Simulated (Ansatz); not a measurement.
Zr:
```
Zr
1.0
    3.18377     0.00000     0.00000
   -1.59189     2.75723     0.00000
    0.00000     0.00000     5.11859
Zr
2
Direct
  0.33333   0.66667   0.25000
  0.66667   0.33333   0.75000
```

Relaxed with PBEsol. Special points in fractions of this cell's reciprocal vectors: Γ (0.000, 0.000, 0.000); M (0.500, 0.000, 0.000); K (0.333, 0.333, 0.000); A (0.000, 0.000, 0.500); L (0.500, 0.000, 0.500); H (0.333, 0.333, 0.500).

### Question
List the band energies nearest the Fermi level at these points for plane-wave PAW PBEsol with spin–orbit coupling (Ansatz code).

### Answer
In eV from the Fermi level; about four levels below and three above (degenerate sets whole), none deeper than 8.9 eV; points with the same levels are listed once.

| k | below | above |
|---|---|---|
| Γ | -5.74 -5.74 -3.16 -3.16 | 0.81 0.81 0.91 0.91 0.92 0.92 |
| M | -2.29 -2.29 -0.12 -0.12 | 0.55 0.55 0.75 0.75 |
| K | -1.31 -1.31 -1.14 -1.14 | 0.21 0.21 0.24 0.24 |
| A | -0.02 -0.02 -0.02 -0.02 | 0.74 0.74 0.74 0.74 |
| L | -1.17 -1.17 -1.17 -1.17 | 1.75 1.75 1.75 1.75 |
| H | -1.30 -1.30 -0.04 -0.04 | 0.03 0.03 2.02 2.02 |

Space group P6_3/mmc (hcp (Mg type)). The cell was relaxed with PBEsol under the symmetry of its start. No spin polarisation was allowed.

Potentials: the earlier of the program's two PAW sets. The files were generated under PBE; for other functionals the program regenerates the frozen cores, and for LDA and PBEsol the local potential too.
